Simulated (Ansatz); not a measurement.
Y2C:
Space group R-3m, hexagonal axes (No. 166); a = b = 3.617 Å, c = 18.400 Å, α = β = 90.00°, γ = 120.00°

```csv
atom,site,symmetry,x,y,z
C,3a,-3m,0.0000,0.0000,0.0000
Y,6c,3m,0.0000,0.0000,0.2601
```
(The calculation used a cell of 3 atoms; values per cell refer to that cell.)

Relaxed with r²SCAN.

Tabulate the valence density and the electron localisation function along the shortest Y–Y contact (3.41 Å), r²SCAN in the plane-wave PAW code Ansatz.



| distance from Y (Å) | density (e/Å³) | ELF |
|---|---|---|
| 0.34 | 3.72 | 0.73 |
| 0.51 | 3.20 | 0.85 |
| 0.68 | 2.06 | 0.85 |
| 0.85 | 1.05 | 0.73 |
| 1.02 | 0.46 | 0.36 |
| 1.19 | 0.22 | 0.10 |
| 1.36 | 0.14 | 0.07 |
| 1.53 | 0.12 | 0.09 |
| 1.71 | 0.12 | 0.11 |
| 1.88 | 0.12 | 0.09 |
| 2.05 | 0.14 | 0.07 |
| 2.22 | 0.22 | 0.10 |
| 2.39 | 0.46 | 0.36 |
| 2.56 | 1.05 | 0.73 |
| 2.73 | 2.06 | 0.85 |
| 2.90 | 3.20 | 0.85 |
| 3.07 | 3.72 | 0.73 |

The density is the valence pseudo-density with augmentation charge, so density and ELF within about 1 Å of a nucleus are not all-electron values.

The workflow started from an entry of the Crystallography Open Database (COD). Its standing as an ambient phase is unchecked. The r²SCAN relaxation kept the symmetry of its start; whether a distortion lowers the energy is not shown. The run is not spin-polarised.

Potentials: the later of the program's two PAW sets.
